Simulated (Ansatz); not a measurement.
ScSi$_{2}$:
```yaml
crystal:
  lattice:
    - [3.97335, 0.00000, 0.00000]
    - [-1.98668, 3.44103, 0.00000]
    - [0.00000, 0.00000, 3.51317]
  atoms:
    - { symbol: Sc, position: [0.00000, 0.00000, 0.00000] }
    - { symbol: Si, position: [0.33333, 0.66667, 0.50000] }
    - { symbol: Si, position: [0.66667, 0.33333, 0.50000] }
```

This is the LDA-relaxed structure. x, y and z are the axes in which the lattice vectors are written.

Q: All from DFT-LDA in the program Ansatz with PAW potentials, unless another level is named. Estimate the bulk modulus (Birch–Murnaghan fit).

A: 102 GPa.

Q: What about the elastic constants (relaxed ions, GPa)?

A: C11 = 132, C12 = 169, C13 = 56.3, C33 = 139, C44 = 36.5.

Q: And the highest zone-centre frequency?

A: 463 cm⁻¹.

Space group P6/mmm. The workflow started from an entry of the Crystallography Open Database (COD). Its standing as an ambient phase is unchecked. The LDA relaxation kept the symmetry of its start. At this level the phase is mechanically unstable. No spin polarisation was allowed. As this level gives no gap, shear constants depend on the k-mesh and smearing (Fermi–Dirac, 0.1 eV here). As this level gives no gap, phonon frequencies hold no LO–TO term and depend on the k-mesh and smearing (Fermi–Dirac, 0.1 eV here).

Potentials: the later of the program's two PAW sets.
